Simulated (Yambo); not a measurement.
BSE-type run in Yambo on BaO (NiAs type, space group P6_3/mmc, No. 194), at zero momentum.

Quantum ESPRESSO step (PBEsol, PseudoDojo standard norm-conserving files, fully relativistic):
```
&CONTROL
  calculation = 'nscf'
  pseudo_dir = './pseudo'
  outdir = './out'
/
&SYSTEM
  ibrav = 0
  nat = 4
  ntyp = 2
  ecutwfc = 84.0
  ecutrho = 336.0
  occupations = 'fixed'
  force_symmorphic = .true.
  nbnd = 98
  noncolin = .true.
  lspinorb = .true.
/
&ELECTRONS
  conv_thr = 4e-09
  diago_full_acc = .true.
  diago_thr_init = 1e-08
/
ATOMIC_SPECIES
O 15.9990 O.upf
Ba 137.3270 Ba.upf
CELL_PARAMETERS angstrom
  3.743414132414   0.000000000000   0.000000000000
 -1.871707066207   3.241891735557   0.000000000000
  0.000000000000   0.000000000000   6.533073385000
ATOMIC_POSITIONS crystal
O   0.000000000000   0.000000000000   0.500000000000
O   0.000000000000   0.000000000000   0.000000000000
Ba   0.333333333333   0.666666666667   0.250000000000
Ba   0.666666666667   0.333333333333   0.750000000000
K_POINTS automatic
6 6 2 0 0 0
```

Yambo input:
```
rim_cut
optics
bse
bss
dipoles
em1s
RandQpts= 1000000
RandGvec= 1 Ry
FFTGvecs= 40 Ry
Chimod= "HARTREE"
BSKmod= "SEX"
BSEmod= "resonant"
BSSmod= "hs"
BSENGexx= 15 Ry
BSENGBlk= 4 Ry
% KfnQP_E
 1.041 | 1.0 | 1.0 |
%
% BSEQptR
 1 | 1 |
%
% BSEBands
 21 | 42 |
%
% BEnRange
 0.0 | 8.6 | eV
%
% BDmRange
 0.15 | 0.15 | eV
%
BEnSteps= 172
% BLongDir
 1.0 | 0.0 | 0.0 |
%
BSHayTrs= -0.02
BSSNEig= 48
WRbsWF
% BndsRnXs
 1 | 94 |
%
NGsBlkXs= 4 Ry
% LongDrXs
 1.0 | 1.0 | 1.0 |
%
```

From the report:

The dimension is k points × valence × conduction bands = 72 × 12 × 10 = 8640.
```
   [SLEPC] Approach                          : Krylov-Schur
   [SLEPC] Number of requested eigenvalues   :   48
   [SLEPC] Number of eigenvalues        [NEV]:   48
    [K] Dimension                                    :   8640
    [K] Bands                                        :   21   42
    [K] Exchange res                                 : yes
    [K] Correlation res                              : yes
    [K] W interaction is bare                        : no
    [K] RL vectors exchange                          :   561
    [K] RL vectors correlation                       :   69
    [W] Matrix size                                  :   69
    [W] Bands                                        :    1   94
    [W] Coulomb Cutoff                               : none
    [W] Hxc Kernel                                   : HARTREE
```

Geometry relaxed with PBEsol.

This is not the ordinary phase of the substance; no match was found in the copy of COD used, and its stability was not checked.
